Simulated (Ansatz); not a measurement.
A geometry of InSe away from equilibrium: step 2 of the relaxation of a relaxed InSe cell, doubled along one cell vector, shaken by Gaussian noise of σ = 0.08 Å a coordinate. Computed with PBEsol (plane waves to 420 eV, PAW, scalar-relativistic; Ansatz, a program for electronic structure). Γ-centred k-mesh 3×6×6 on the run's cell (coarser than for final values), Fermi–Dirac smearing 0.05 eV.

```
CELL_PARAMETERS angstrom
     -0.03120     6.44279     6.40234
      3.19745    -0.00692     3.19249
      3.20773     3.22300    -0.01720
ATOMIC_POSITIONS crystal
  In 0.12167 0.26994 0.24455
  In 0.60902 0.25044 0.25087
  Se 0.99111 0.03007 0.99671
  Se 0.49249 0.00257 0.00916
```

Task: Give the Cartesian forces on all atoms (eV/Å).

Result: 
```json
[
 {"atom": "In1", "Fx": "0.19", "Fy": "-0.08", "Fz": "-0.04"},
 {"atom": "In2", "Fx": "0.17", "Fy": "0.39", "Fz": "0.31"},
 {"atom": "Se3", "Fx": "-0.10", "Fy": "-0.03", "Fz": "-0.07"},
 {"atom": "Se4", "Fx": "-0.26", "Fy": "-0.28", "Fz": "-0.21"}
]
```

Task: What is the pressure?

Result: +0.6 GPa, compression positive.

Task: How much energy per atom can still be gained by relaxing?

Result: 0.15 eV/atom; the path ends in P3m1 (No. 156).

No spin polarisation in the result.

The end of the path is a generated cell of InSe: the first start was made by placing the elements on the sites of a structure type, and the end was not matched to a known phase here, so it may be hypothetical. Known forms of InSe include space group No. 194.
